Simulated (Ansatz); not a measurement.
Input:

ZnSnN$_{2}$:
Space group Pna2₁ (No. 33); a = 5.847 Å, b = 6.733 Å, c = 5.474 Å, α = β = γ = 90.00°

```
atom  site  symmetry       x       y       z
----  ----  --------  ------  ------  ------
Zn      4a         1  0.4173  0.1250  0.4988
Sn      4a         1  0.0881  0.1249  0.9992
N       4a         1  0.0825  0.1256  0.3783
N       4a         1  0.0800  0.6243  0.3737
```

This is the r²SCAN-relaxed structure.

### Question
All from r²SCAN (plane waves, PAW; program Ansatz), unless another level is named. Predict the band gap.

### Answer
0.53 eV (direct).

### Question
Give the formation energy from the elements (no fitted shifts).

### Answer
-0.080 eV/atom.

### Question
Predict the valence-band maximum.

### Answer
at Γ.

Space group Pna2_1. The cell was relaxed with r²SCAN under the symmetry of its start. The references are the lowest solids computed at this level, not always the standard phases (solids in place of the gases). Spin–orbit coupling is left out wherever it is not named.

Potentials: the later of the program's two PAW sets.
